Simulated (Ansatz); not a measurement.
Y$_{2}$N (anti-CdI2 type, space group No. 164), the program Ansatz at the PBEsol level (PAW), all energies at zero smearing, with the estimated change up to a 700 eV cutoff added, with one set of potentials and settings (totals compare only within such a set). Cell of 3 atoms (1 N, 2 Y): -7972.149 eV.

| element | reference phase | E (eV/atom) |
|---|---|---|
| N | Pa-3, 8 atoms in the cell | -378.4910 |
| Y | P6_3/mmc, 2 atoms in the cell | -3795.0947 |

Formation energy per atom, worked out: (-7972.149 − 1×(-378.4910) − 2×(-3795.0947))/3 = -1.156 eV/atom (-112 kJ per mol of atoms), at 0 K, without zero-point energy or fitted corrections.

Space group P-3m1 (anti-CdI2 type). The cell is a constructed one: a structure type filled with these elements; neither database checked (COD, Materials Project) lists it. Whether it is the stable phase at ambient conditions was not checked. The PBEsol relaxation kept the symmetry of its start; whether a distortion lowers the energy is not shown. The run is not spin-polarised. The references are the lowest solids computed at this level, not always the standard phases (solids in place of the gases).

Potentials: the earlier of the program's two PAW sets. The files were generated under PBE; for other functionals the program regenerates the frozen cores, and for LDA and PBEsol the local potential too.
